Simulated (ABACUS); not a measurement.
A self-consistent single point of GeRh (Pnma, 8 atoms in the cell; from Materials Project mp-22239, changed as shown).

```xyz
8
Lattice="5.5592 0.0000 0.0000 0.0000 3.2280 0.0000 0.0000 0.0000 6.3284" Properties=species:S:1:pos:R:3 pbc="T T T"
Ge     4.4933     2.4210     2.7619
Ge     1.0659     0.8070     3.5665
Ge     3.8456     0.8070     5.9261
Ge     1.7137     2.4210     0.4023
Rh     5.5339     2.4210     5.0413
Rh     0.0254     0.8070     1.2871
Rh     2.8050     0.8070     1.8771
Rh     2.7543     2.4210     4.4512
```

Level of theory: LDA (PW92), numerical atomic orbitals TZDP (confined pseudo-atomic orbitals with Gaussian additions; energy shift 0.01 Ry), PseudoDojo 0.4 standard norm-conserving LDA (tails mended) pseudopotentials run with ABACUS.

ABACUS settings:

- basis: TZDP numerical atomic orbitals, energy shift 0.01 Ry
- KPT: Gamma 4 6 4 0 0 0
- basis_type: lcao
- dft_functional: PWLDA
- ecutwfc: 100 Ry
- smearing_method: fd
- smearing_sigma: 0.00734986 Ry
- potentials: PseudoDojo 0.4 standard norm-conserving LDA (tails mended)
- symmetry: 1
- symmetry_prec: 1e-05
- ks_solver: scalapack_gvx
- scf_nmax: 100
- scf_thr: 1.0e-07
- mixing_type: pulay
- mixing_beta: 0.7

Results:

Number of valence electrons: 124
Number of bands: 75
Number of k-points after the program's reduction: 36
Size of the basis: 312
Number of SCF iterations: 10
Free energy E − TS: -22486.8380 eV
Fermi level (on the code's own zero): 18.84 eV
Pressure: 6.60 GPa
Largest force (vector length): 0.199 eV/Å

Forces (eV/Å):
| atom | Fx | Fy | Fz |
|---|---|---|---|
| Ge1 | -0.026 | 0.000 | -0.052 |
| Ge2 | 0.026 | 0.000 | 0.052 |
| Ge3 | 0.026 | 0.000 | -0.052 |
| Ge4 | -0.026 | 0.000 | 0.052 |
| Rh5 | -0.066 | 0.000 | 0.187 |
| Rh6 | 0.066 | 0.000 | -0.187 |
| Rh7 | 0.066 | 0.000 | 0.187 |
| Rh8 | -0.066 | 0.000 | -0.187 |

Stress (GPa, positive for compression):
```
6.97  0.00  0.00
0.00  6.29  0.00
0.00  0.00  6.54
```

For comparison: a first run was changed to give this one (lattice scaled by 0.98), and from it to this one the free energy is nearly the same (within 1 meV/atom), the pressure goes from -6.11 to 6.60 GPa and the largest force goes from 0.178 to 0.199 eV/Å.

The atom-centred basis is finite, which shifts total energies, pressures and forces against plane waves. The structure comes from a collection of computed structures, made at another level of theory; the collection holds predicted forms beside known ones. No clean gap shows at this smearing width and mesh (spacing up to 0.32 Å⁻¹); the mesh is coarse for partly filled bands, so the values carry mesh errors.

Cost on one core: about 3 core-minutes (a rough figure).

The atomic orbitals were generated for these runs; they are not ABACUS's published sets and were checked against plane waves on a few crystals only.

“Tails mended”: in these copies of the files the far tail of each local potential was reset to the Coulomb form.
